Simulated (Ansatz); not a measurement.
# Li: the functional and the phonons

Li in the bcc lattice, in a typed cell, not relaxed.

```
Li
1.0
    -1.72000    1.72000    1.72000
     1.72000   -1.72000    1.72000
     1.72000    1.72000   -1.72000
Li
1
Direct
  0.00000 0.00000 0.00000
```

Computed with Ansatz (plane-wave DFT, scalar-relativistic): PBE; all-electron PAW datasets (no frozen core) at 140 eV; k mesh 8×8×8; Fermi–Dirac smearing of 0.1 eV; no spin. Harmonic phonons by finite displacements in cells commensurate with each q, in cm⁻¹; i marks an unstable mode.

Caveats: coarse k mesh.

At 20.35 Å³ an atom it gives lowest mode at q = [0.5, -0.5, 0.5] (cm⁻¹) 328; top mode at q = [0.5, -0.5, 0.5] (cm⁻¹) 328.

**Question.** Repeat with r2SCAN in the same cell, on the same kind of potentials and mesh. What changes?

**Answer.** 
```
             functional  cutoff (eV)  volume (Å³/atom)  lowest mode at q = [0.5, -0.5, 0.5] (cm⁻¹)  top mode at q = [0.5, -0.5, 0.5] (cm⁻¹)
r2SCAN in the same cell          130             20.35                                         339                                      339
```
